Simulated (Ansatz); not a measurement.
TiNi:
```yaml
crystal:
  lattice:
    - [2.88132, 0.00000, 0.00000]
    - [0.00000, 3.96978, 0.00000]
    - [-1.41153, 0.00000, 4.64578]
  atoms:
    - { symbol: Ti, position: [0.64130, 0.75000, 0.78616] }
    - { symbol: Ti, position: [0.35870, 0.25000, 0.21384] }
    - { symbol: Ni, position: [0.91648, 0.75000, 0.33022] }
    - { symbol: Ni, position: [0.08352, 0.25000, 0.66978] }
```

Relaxed with PBEsol. Special points in fractions of this cell's reciprocal vectors: Γ (0.000, 0.000, 0.000); Z (0.000, 0.500, 0.000); D (0.000, 0.500, 0.500); B (0.000, 0.000, 0.500); A (-0.500, 0.000, 0.500); E (-0.500, 0.500, 0.500); C2 (-0.500, 0.500, 0.000); Y2 (-0.500, 0.000, 0.000).

List the band energies nearest the Fermi level at these points for DFT-PBEsol in the program Ansatz with PAW potentials.

In eV from the Fermi level; about four levels below and three above (degenerate sets whole), none deeper than 8.9 eV; points with the same levels are listed once.

```csv
k,below,above
Γ,-1.93 -1.73 -1.70 -0.65,0.13 0.49 0.56
Z,-1.67 -1.67 -0.77 -0.77,0.46 0.46 1.22 1.22
D,-1.75 -1.75 -1.26 -1.26,0.37 0.37 1.44 1.44
B,-2.00 -1.84 -1.82 -0.78,0.05 0.11 0.75
A,-1.37 -1.36 -1.02 -0.51,0.38 0.62 0.73
E,-0.86 -0.86 -0.33 -0.33,0.06 0.06 0.67 0.67
C2,-0.86 -0.86 -0.36 -0.36,0.03 0.03 0.69 0.69
Y2,-1.37 -1.36 -1.04 -0.52,0.31 0.71 0.72
```

Space group P2_1/m. The first step of the workflow began from a Materials Project structure, measured or hypothetical; the Crystallography Open Database files this formula in space group No. 11, but the cells were not matched. Whether it is the stable phase at ambient conditions was not checked. Symmetry was held in the PBEsol relaxation; of distortions, only those at the zone centre were tested. The run is not spin-polarised.

Potentials: the later of the program's two PAW sets.
